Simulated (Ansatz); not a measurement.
A geometry of SnTe away from equilibrium: the start of the relaxation of a relaxed SnTe cell displaced along its unstable phonon at q = Γ (30i cm⁻¹), largest move 0.15 Å. These are PBE (plane waves to 420 eV, PAW, scalar-relativistic; Ansatz, a program for electronic structure) values and carry that method's errors. Γ-centred k-mesh 9×9×9 on the run's cell (coarser than for final values), Fermi–Dirac smearing 0.05 eV.

```xyz
2
Lattice="0.0000 3.2048 3.2048 3.2048 0.0000 3.2048 3.2048 3.2048 0.0000" Properties=species:S:1:pos:R:3:forces:R:3 pbc="T T T" free_energy=-13004.901 pressure_GPa=1.0
Sn     3.2048     3.2048     3.0548    0.0000    0.0000    0.3184
Te     0.0000     0.0000     0.1395    0.0000    0.0000   -0.3184
```

Positions in Å, forces in eV/Å, free energy of the cell in eV (comparable only within this code, potentials and settings). Largest force: 0.32 eV/Å, on Sn1, Te2 (atoms numbered as listed); the geometry lies 0.01 eV/atom above the end of its relaxation.

No spin polarisation in the result.

The run could not lose the symmetry of its start, so the end can be a saddle point.

The end of the path is a generated cell of SnTe: the first start was made by placing the elements on the sites of a structure type, and the end was not matched to a known phase here, so it may be hypothetical. Known forms of SnTe include space group No. 225.
